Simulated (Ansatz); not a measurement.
A relaxed structure of Ga₂Cu is spoiled in several ways and relaxed again each time (noise and exchanges are one random draw each; squeezed and stretched starts keep its symmetry, which their runs cannot lower; pressure is positive under compression). Calculation: PBEsol (plane waves to 420 eV, PAW, scalar-relativistic; Ansatz, a program for electronic structure).

Space group P4/mmm (No. 123); a = b = 2.8026 Å, c = 5.7426 Å, α = β = γ = 90.00°

```
atom  site  symmetry       x       y       z
----  ----  --------  ------  ------  ------
Ga      2h       4mm  0.5000  0.5000  0.2836
Cu      1a     4/mmm  0.0000  0.0000  0.0000
```

```
change                                                        first pressure (GPa)  largest first force (eV/Å)  released (eV/atom)  moves                outcome  final group  E − E(parent) (eV/atom)
------------------------------------------------------------  --------------------  --------------------------  ------------------  -----  ---------------------  -----------  -----------------------
with every coordinate shifted by Gaussian noise of σ = 0.2 Å                   8.0                        3.60                0.23      9  returns to the parent       P4/mmm                     0.00
stretched uniformly to 115 % of its volume                                     [?]                        0.27                 [?]      9                    [?]          [?]                      [?]
with one Ga and one Cu atom exchanged in a cell of 6 atoms                     4.0                        1.41                0.09     24         trapped higher           Pm                    +0.10
```

Q: Complete the blanks.

A: 
- stretched uniformly to 115 % of its volume, first pressure (GPa): -9.5
- stretched uniformly to 115 % of its volume, released (eV/atom): 0.08
- stretched uniformly to 115 % of its volume, outcome: returns to the parent
- stretched uniformly to 115 % of its volume, final group: P4/mmm
- stretched uniformly to 115 % of its volume, E − E(parent) (eV/atom): 0.00

First-step values come from each run's starting, coarser k-mesh (12×12×6, 11×11×6, 6×12×6). Each cell has its own k-point mesh; energy differences are given only to the digits this allows. No spin polarisation in the result.
